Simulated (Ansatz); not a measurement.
Starting cell, Zr (hcp, Mg type):

```
Zr
1.0
    6.49204     0.00000     0.00000
   -1.62301     2.81113     0.00000
    0.00000     0.00000     5.15071
Zr
4
Cartesian
  0.00000   1.87409   3.86303
  3.24602   1.87409   3.86303
  1.62301   0.93704   1.28768
  4.86903   0.93704   1.28768
```

In this cell atom 4 (Zr, nearest neighbour Zr at 3.185 Å; its periodic images, 3.2 Å or more away, move with it) is moved by s along Cartesian [110], unit vector (0.707, 0.707, 0.000); all other atoms and the cell stay fixed.

Calculation: r2SCAN (plane waves to 500 eV, PAW, scalar-relativistic; Ansatz, an electronic-structure program). k mesh 13×13×7 (Γ-centred), Fermi-Dirac smearing 0.05 eV. Energies are smeared free energies. Left out: 4 of 11 points, with atoms too close for the PAW data. With partly filled bands, energies and forces of such displacements shift with the k mesh and the smearing. Zr is run without spin polarisation. Zr was relaxed with its symmetry unable to fall. ΔE is measured from the undisplaced structure. The last digit holds for this mesh only.

```json
[
 {"s (Å)": "-0.576", "ΔE (meV/cell)": "895.4"},
 {"s (Å)": "-0.384", "ΔE (meV/cell)": "409.3"},
 {"s (Å)": "-0.192", "ΔE (meV/cell)": "108.7"},
 {"s (Å)": "0.000", "ΔE (meV/cell)": "0.0"},
 {"s (Å)": "0.192", "ΔE (meV/cell)": "106.0"},
 {"s (Å)": "0.384", "ΔE (meV/cell)": "405.0"},
 {"s (Å)": "0.576", "ΔE (meV/cell)": "withheld"}
]
```

Fit a polynomial form (powers 2, 3, 4) to the given rows and predict ΔE at s = 0.576.

Least squares on the 6 given rows: ΔE = (2851)·s² + (-52.10)·s³ + (-552.0)·s⁴, in meV/cell with s in Å; root-mean-square residual 2.02 meV/cell. At 0.576 the fit gives 875.2 meV/cell; the calculation gives 903.5 meV/cell, so the extrapolation is off by -28.3 (-3.1 %). The quadratic term alone would give 945.9 meV/cell.

(For displaced atoms, the force is minus the slope of the energy, and its curvature is a force constant, which sets phonon frequencies.)
